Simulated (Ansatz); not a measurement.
Method: r2SCAN, no spin polarisation; PAW, plane waves to 500 eV, 9×9×9 Γ-centred mesh, gaussian occupations (width 0.2285 eV) (Ansatz 0.2.0), atoms fixed.

Computed maps in the lattice plane spanned by a (left to right, 4.34 Å, 13 points from zero) and b (bottom to top, 4.34 Å, 13 points from zero), 90° apart, at height 0.782 along c. The fields are smooth PAW ones with compensation charges, not the true ones near nuclei.

Valence density. Digits on a logarithmic scale: 0 up to 0.03 e/Å³, each further digit a factor of 1.6, 9 from 1.3 e/Å³ up:
```
5665555666555
6666555555555
6666544444455
5446554444456
5125654444456
5445554444456
6666544444455
6666554555455
5665555565555
5665566556665
6666666424666
6666666414666
6665566555665
```

ELF. Ten even steps from '0' (0.24) to '9' (0.72):
```
3332257656642
7997423454324
8888621222136
3113641111246
0641652121255
2102641111246
8778621121137
8997422454225
3443346666642
0000378213872
0000497041893
0000497161893
0000388203873
```

Q: The cell is LaSi$_{3}$Rh. Which atoms lie within 0.2 Å of this plane, and where (fractions of a and b)?

A: Si at (0.61, 0.11), Si at (0.11, 0.61). The whole cell:
```
CELL_PARAMETERS angstrom
0.00000 4.33657 0.00000
4.33657 0.00000 0.00000
2.16829 2.16829 -4.98169
ATOMIC_POSITIONS crystal
Rh 0.00000 0.00000 0.00000
Si 0.75990 0.75990 0.48020
Si 0.60880 0.10880 0.78240
Si 0.10880 0.60880 0.78240
La 0.34550 0.34550 0.30900
```

Origin: a known structure type with other elements, at an estimated volume, so it need not be a known compound. Caveats: wide smearing; f levels without a U or exact exchange are poorly placed.
